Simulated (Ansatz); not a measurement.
The relaxed structure here is a generated cell of ScSi: the first start was made by placing the elements on the sites of a structure type, and the end was not matched to a known phase here, so it may be hypothetical.

The start is a generated cell, ScSi built in the AFLOW prototype AB_tP4_129_a_c (B10, as in PbO). The cell and all atomic positions are relaxed at zero pressure with PBEsol (plane waves to 420 eV, PAW, scalar-relativistic; Ansatz, a first-principles code). The first steps use a coarse 6×6×5 k-mesh.

Starting cell:
```
ScSi
1.0
    3.83730     0.00000     0.00000
    0.00000     3.83730     0.00000
    0.00000     0.00000     4.83532
Sc Si
2 2
Direct
  0.50000   0.00000   0.23680
  0.00000   0.50000   0.76320
  0.00000   0.00000   0.00000
  0.50000   0.50000   0.00000
```

### Question
How large is the pressure on the unrelaxed cell, and of which sign?

### Answer
+41 GPa (positive: the cell is compressed).

### Question
What is the largest force in the starting geometry, and on which atom (counted from 1)?

### Answer
About 6.4 eV/Å, on Sc1, Sc2 (atoms numbered as listed).

### Question
What symmetry does the relaxed structure have?

### Answer
The space group goes from P4/nmm (No. 129) to P4/mmm (No. 123); the end is AFLOW prototype AB_tP2_123_a_d (L1_0, as in CuAu), with 2 atoms in the primitive cell.

### Question
By how much does the energy per atom fall from start to end?

### Answer
1.83 eV/atom.

### Question
How does the volume per atom move from start to end?

### Answer
-5.0 %, from 17.80 to 16.91 Å³/atom.

### Question
How do the shortest distances between atoms change?

### Answer
The closest pairs of elements (up to four, under 3.6 Å), start → end: Sc–Si 2.23 → 2.85 Å; Si–Si 2.71 → 2.95 Å; Sc–Sc 3.55 → 2.95 Å.

Final values are on a 16×16×12 k-mesh of the relaxed cell. No spin polarisation in the result. The relaxed primitive cell holds an odd number of electrons. A magnetic state may lie lower.

The run could not lose the symmetry of its start, so the end can be a saddle point.
